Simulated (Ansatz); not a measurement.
**Ta₃Ru₂: a sublattice moved along a line**

Theory: Ansatz 0.2.0, DFT PBEsol, scalar-relativistic, plane waves, PAW. Cutoff 420 eV, Γ-centred 12×12×4 k-points, Gaussian smearing of 0.15 eV. Spin–orbit coupling is left out, which can shift energies with elements as heavy as these. No spin polarisation. Energies are free energies at this smearing, counted from the undisturbed cell; pressure is positive in compression.

Reference structure (relaxed at this level; it needn't be the usual structure):

```
Ta Ru
1.0
     3.18895    0.00000    0.00000
     0.00000    3.18895    0.00000
     0.00000    0.00000   15.63590
Ta Ru
6 4
Direct
  0.00000 0.00000 0.89521
  0.00000 0.00000 0.10479
  0.00000 0.00000 0.30475
  0.00000 0.00000 0.50000
  0.00000 0.00000 0.69525
  0.50000 0.50000 0.00000
  0.50000 0.50000 0.20877
  0.50000 0.50000 0.40259
  0.50000 0.50000 0.59741
  0.50000 0.50000 0.79123
```

Every Ru atom is moved by x along the Cartesian unit vector (-0.589, -0.589, 0.554); the cell and all other atoms stay fixed. The cell is metallic on the mesh throughout.

| x (Å) | ΔE (meV/cell) | force along x on the moved atoms (eV/Å) | pressure (GPa) |
| --- | --- | --- | --- |
| -0.1000 | 119.2 | ? | ? |
| -0.0500 | 29.4 | 1.18 | 0.2 |
| 0.0000 | 0.0 | 0.00 | 0.0 |
| 0.0750 | 66.5 | -1.79 | 0.4 |

(1) Give the withheld values.

Answers

(1) force along x on the moved atoms (eV/Å) at x (Å) = -0.1000: 2.43; pressure (GPa) at x (Å) = -0.1000: 0.6.